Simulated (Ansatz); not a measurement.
# What DFT gives for MgInBi4

```
Bi Mg In
1.0
     0.00000    4.25857    4.25857
     4.25857    0.00000    4.25857
     4.25857    4.25857    0.00000
Bi Mg In
4 1 1
Cartesian
  5.3232 5.3232 5.3232
  5.3232 3.1939 3.1939
  3.1939 3.1939 5.3232
  3.1939 5.3232 3.1939
  0.0000 0.0000 0.0000
  2.1293 2.1293 2.1293
```

Level: r2SCAN, no spin polarisation; 500 eV; 7×7×7 Γ-centred mesh; fermi-dirac occupations (width 0.1 eV); Ansatz 0.2.0, fixed geometry.

(1) Is there a gap?

(2) Give the Bader charges.

(3) What does the stress say?

(4) Where is the largest force?

(5) Describe some of the short contacts.

Origin: a known structure type with other elements, at an estimated volume, so it need not be a known compound. Caveats: atoms or cell far from equilibrium.

## Answers

(1) It is a metal, with about 3.3 states/eV a cell as the mean within 0.25 eV of the Fermi level, mostly Bi p (64 %).

(2) Bader charges in e: Mg +1.05, In +0.10, Bi -0.29. In the mean Mg gives up most and Bi takes most.

(3) The pressure is 18.5 GPa (compression positive), so with the atoms held at these fractions the cell would first expand.

(4) The largest is on Bi4 (and as large on other atoms): 0.07 eV/Å, components (0.04, -0.04, 0.04). It makes 145° with the line to a nearest neighbour, Bi1 at 3.01 Å, pointing away from it.

(5) Bi–Bi at 3.01 Å: least valence density 0.28 e/Å³ and ELF 0.34 there. Bi–In at 3.53 Å: least valence density 0.11 e/Å³ and ELF 0.18 there. Bi–Mg at 3.53 Å: least valence density 0.08 e/Å³ and ELF 0.30 there. These are pseudo-fields; inside the PAW spheres they differ from the all-electron ones.
